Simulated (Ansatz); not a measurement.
Sheets of one type (V2Se2O-type), PBE in the plane-wave PAW code Ansatz; HSE06 gaps on those cells.

| layer | a (Å) | thickness (Å) |
|---|---|---|
| V2OSTe | [?] | [?] |
| Fe2OSTe | 3.807 | 3.33 |
| Nb2OSTe | 4.090 | 3.63 |
| V2OSeTe | 3.913 | 3.70 |

**Question.** Fill in the missing entries.

**Answer.** 
- V2OSTe, a (Å): 3.889
- V2OSTe, thickness (Å): 3.48

Spin orders computed, not proven ground states: V2OSTe, V2Se2O-type layer antiferromagnetic; Fe2OSTe, V2Se2O-type layer ferromagnetic; V2OSeTe, V2Se2O-type layer antiferromagnetic. Began spin-polarised and lost the moments: Nb2OSTe, V2Se2O-type layer. All cells were relaxed under the symmetry of their starts (and spin orders); stability against distortions was not tested throughout. No Hubbard U is applied. Spin–orbit coupling is left out wherever it is not named. Constructed layers (a layer type filled with these elements): V2OSTe, V2Se2O-type layer; Fe2OSTe, V2Se2O-type layer; Nb2OSTe, V2Se2O-type layer; V2OSeTe, V2Se2O-type layer.

Potentials: the later of the program's two PAW sets.
